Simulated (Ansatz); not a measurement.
Geometry optimisation in Ansatz: input, command and trajectory.

```yaml
crystal:
  lattice:
    - [6.5513938713, 3.7843258394, 0.0334467033]
    - [-0.0029550663, 7.6363359049, 7.2550633906]
    - [6.6267167162, -3.8522229335, 7.2887376855]
  atoms:
    - { symbol: Be, position: [0.1585719905, 0.1778635302, 0.8437433836] }
    - { symbol: Be, position: [0.0753948213, 0.5753547729, 0.9245200143] }
    - { symbol: Be, position: [0.5825437984, 0.4127368396, 0.0805262171] }
    - { symbol: Mg, position: [0.1665378266, 0.8333933392, 0.1559140202] }
    - { symbol: Mg, position: [0.6708561773, 0.6627472634, 0.320263051] }
    - { symbol: Mg, position: [0.572360726, 0.7531899778, 0.7647888434] }
    - { symbol: Zn, position: [0.6666879669, 0.0097215103, 0.0031282449] }
    - { symbol: Zn, position: [0.0861371483, 0.2532741201, 0.2345416232] }
    - { symbol: Zn, position: [0.5789767688, 0.0900571412, 0.4162093583] }
    - { symbol: Cd, position: [0.1694375491, 0.4942184488, 0.5037316434] }
    - { symbol: Cd, position: [0.655387324, 0.3333182973, 0.6815141707] }
    - { symbol: Cd, position: [0.0865944285, 0.9197751082, 0.590836729] }
    - { symbol: Te, position: [0.9659197813, 0.3628941527, 0.0092740495] }
    - { symbol: Te, position: [0.9884121739, 0.6746063715, 0.7134791161] }
    - { symbol: Te, position: [0.975785613, 0.0288511732, 0.3489846383] }
    - { symbol: Te, position: [0.443493804, 0.5198829608, 0.8867822648] }
    - { symbol: Te, position: [0.5073808266, 0.852447783, 0.511834756] }
    - { symbol: Te, position: [0.4848010725, 0.2010911888, 0.1840671451] }
    - { symbol: Te, position: [0.8942306089, 0.426348544, 0.4297718472] }
    - { symbol: Te, position: [0.8990669467, 0.7636847855, 0.0792258261] }
    - { symbol: Te, position: [0.9171631541, 0.1088344949, 0.792351822] }
    - { symbol: Te, position: [0.408879552, 0.5859955775, 0.2492766677] }
    - { symbol: Te, position: [0.3836807077, 0.9715993658, 0.9332707355] }
    - { symbol: Te, position: [0.3797326592, 0.2489365396, 0.625315701] }
  symmetry: { detect: false }
basis:
  ecutwfc: 420
kpoints:
  mp_grid: { grid: [3, 2, 2] }
hamiltonian:
  xc: pbe
scf:
  occupations: { method: gaussian, width: 0.1 }
  lower_state_search: "off"
output:
  forces: true
  stress: true
  eigenvalues: true
relax:
  adjacent_minimum: "off"
  f_tol: 0.04
  max_steps: 25
  cell: { stress_tol: 0.3 }
```

```bash
ansatz run input.yaml --threads 4 --pin off --max-ram 9216MiB --backend cpu --events-out ev --progress --plain --runs-dir out
```

Theory: DFT PBE, scalar-relativistic, plane waves, PAW (Ansatz 0.2.0).

Of 4 frames 3 are shown, positions in Å and forces in eV/Å; the SCF threshold varies from step to step. Steps run on the plane waves of an earlier cell, with a Pulay correction in the pressure. The basis is chosen afresh for the last frame, the zero of the energies, and at times for earlier ones too; energy and pressure can step there, also at an unchanged geometry. Where two frames share a geometry here, they differ by under 2 meV/atom and 0.3 GPa. The mark taken_back stands on steps that the optimiser undid.

```xyz
24
Lattice="6.5514 3.7843 0.0334 -0.0030 7.6363 7.2551 6.6267 -3.8522 7.2887" Properties=species:S:1:pos:R:3:forces:R:3 pbc="T T T" step=1 free_energy_over_end_meV_per_atom=0.03 pressure_GPa=-0.01
Be    6.6296   -1.2920    7.4455   -0.0197   -0.0197   -0.0016
Be    6.6188    1.1175   10.9153    0.0142    0.0051   -0.0068
Be    4.3489    5.0461    3.6009    0.0104    0.0033   -0.0046
Mg    2.1218    6.3937    7.1883   -0.0067   -0.0018    0.0053
Mg    6.5154    6.3660    7.1650    0.0007   -0.0033    0.0023
Mg    8.8156    4.9715   11.0579    0.0109    0.0052    0.0014
Zn    4.3884    2.5852    0.1156   -0.0095   -0.0033   -0.0009
Zn    2.1178    1.3566    3.5499   -0.0036    0.0098   -0.0093
Zn    6.5509    1.2754    3.7064    0.0050    0.0017    0.0061
Cd    4.4467    2.4747    7.2628   -0.0005   -0.0079   -0.0019
Cd    8.8089    2.4002    7.4075   -0.0043    0.0002    0.0137
Cd    4.4799    5.0754   10.9824    0.0043   -0.0055    0.0167
Te    6.3885    6.3908    2.7327   -0.0069   -0.0172   -0.0059
Te   11.2015    6.1435   10.1277   -0.0091    0.0051   -0.0036
Te    8.7053    2.5686    2.7856   -0.0014    0.0032    0.0045
Te    8.7804    2.2322   10.2501   -0.0170    0.0053    0.0057
Te    6.7133    6.4580    9.9322    0.0028   -0.0046   -0.0020
Te    4.3953    2.6612    2.8168   -0.0071   -0.0047   -0.0037
Te    8.7052    4.9842    6.2556    0.0064   -0.0074    0.0026
Te    6.4129    8.9289    6.1481    0.0007    0.0110   -0.0050
Te   11.2591    1.2496    6.5955    0.0066    0.0050   -0.0006
Te    4.3289    5.0619    6.0820   -0.0025   -0.0037    0.0001
Te    8.6953    5.2763   13.8642    0.0322   -0.0206    0.0011
Te    6.6308    0.9291    6.3765   -0.0057    0.0446   -0.0133
24
Lattice="6.5543 3.7871 0.0328 -0.0004 7.6364 7.2455 6.6277 -3.8528 7.2820" Properties=species:S:1:pos:R:3:forces:R:3 pbc="T T T" step=2 free_energy_over_end_meV_per_atom=0.05 pressure_GPa=0.01 taken_back
Be    6.6338   -1.2921    7.4238    0.0068    0.0034   -0.0023
Be    6.6223    1.1136   10.8935   -0.0091    0.0009    0.0065
Be    4.3510    5.0478    3.5919   -0.0058   -0.0081    0.0044
Mg    2.1208    6.3835    7.1863    0.0019   -0.0096    0.0054
Mg    6.5185    6.3665    7.1537   -0.0029    0.0029   -0.0009
Mg    8.8286    4.9787   11.0480   -0.0028    0.0084    0.0058
Zn    4.3914    2.5855    0.1141    0.0042   -0.0047    0.0026
Zn    2.1136    1.3621    3.5406   -0.0023   -0.0012   -0.0023
Zn    6.5550    1.2791    3.7010    0.0053    0.0001    0.0026
Cd    4.4418    2.4744    7.2528   -0.0151    0.0060   -0.0001
Cd    8.8115    2.4051    7.4126    0.0018    0.0011    0.0070
Cd    4.4883    5.0762   10.9788    0.0017    0.0063    0.0008
Te    6.3852    6.3863    2.7154    0.0209    0.0303    0.0278
Te   11.2081    6.1512   10.1139    0.0016   -0.0094   -0.0018
Te    8.7120    2.5730    2.7908   -0.0036   -0.0099   -0.0171
Te    8.7789    2.2391   10.2510    0.0113   -0.0170   -0.0316
Te    6.7212    6.4581    9.9214   -0.0057    0.0050    0.0049
Te    4.3941    2.6604    2.8128    0.0009    0.0085   -0.0034
Te    8.7082    4.9815    6.2461   -0.0008    0.0135    0.0021
Te    6.4169    8.9319    6.1326   -0.0013   -0.0117    0.0152
Te   11.2611    1.2526    6.5955    0.0019    0.0039   -0.0168
Te    4.3295    5.0605    6.0733    0.0111    0.0078    0.0030
Te    8.7117    5.2622   13.8538   -0.0371    0.0385   -0.0116
Te    6.6326    0.9472    6.3690    0.0172   -0.0648   -0.0003
24
Lattice="6.5528 3.7860 0.0333 -0.0007 7.6355 7.2505 6.6269 -3.8520 7.2864" Properties=species:S:1:pos:R:3:forces:R:3 pbc="T T T" step=4 free_energy_over_end_meV_per_atom=0.00 pressure_GPa=0.00
Be    6.6301   -1.2935    7.4363   -0.0025   -0.0034   -0.0013
Be    6.6213    1.1175   10.9060    0.0009    0.0022    0.0007
Be    4.3512    5.0470    3.5966    0.0010   -0.0014    0.0009
Mg    2.1217    6.3869    7.1885    0.0001   -0.0021    0.0010
Mg    6.5176    6.3660    7.1611    0.0000   -0.0002    0.0012
Mg    8.8240    4.9761   11.0543    0.0013    0.0024    0.0012
Zn    4.3884    2.5849    0.1148   -0.0014   -0.0018    0.0006
Zn    2.1158    1.3599    3.5443   -0.0010    0.0015   -0.0028
Zn    6.5537    1.2779    3.7048    0.0018    0.0011    0.0010
Cd    4.4438    2.4733    7.2571   -0.0016   -0.0007   -0.0026
Cd    8.8090    2.4029    7.4120   -0.0023    0.0010    0.0021
Cd    4.4855    5.0755   10.9830    0.0017    0.0008    0.0015
Te    6.3881    6.3902    2.7260    0.0005    0.0000    0.0007
Te   11.2052    6.1481   10.1205    0.0002   -0.0017    0.0007
Te    8.7088    2.5708    2.7882   -0.0011    0.0002   -0.0015
Te    8.7803    2.2358   10.2504   -0.0013   -0.0013   -0.0009
Te    6.7182    6.4578    9.9285   -0.0016   -0.0008   -0.0018
Te    4.3947    2.6611    2.8142    0.0012    0.0012    0.0004
Te    8.7067    4.9828    6.2508    0.0006    0.0001    0.0011
Te    6.4151    8.9301    6.1416    0.0002   -0.0003   -0.0002
Te   11.2590    1.2514    6.5961    0.0031    0.0025   -0.0001
Te    4.3308    5.0610    6.0783   -0.0003    0.0003   -0.0004
Te    8.7032    5.2689   13.8597   -0.0011    0.0017   -0.0009
Te    6.6324    0.9361    6.3727    0.0015   -0.0011   -0.0005
```

It took 88 s on 4 threads of Intel(R) Xeon(R) Platinum 8488C (Sapphire Rapids), with other jobs on the host, peak memory 3.2 GiB.

The k mesh is coarse.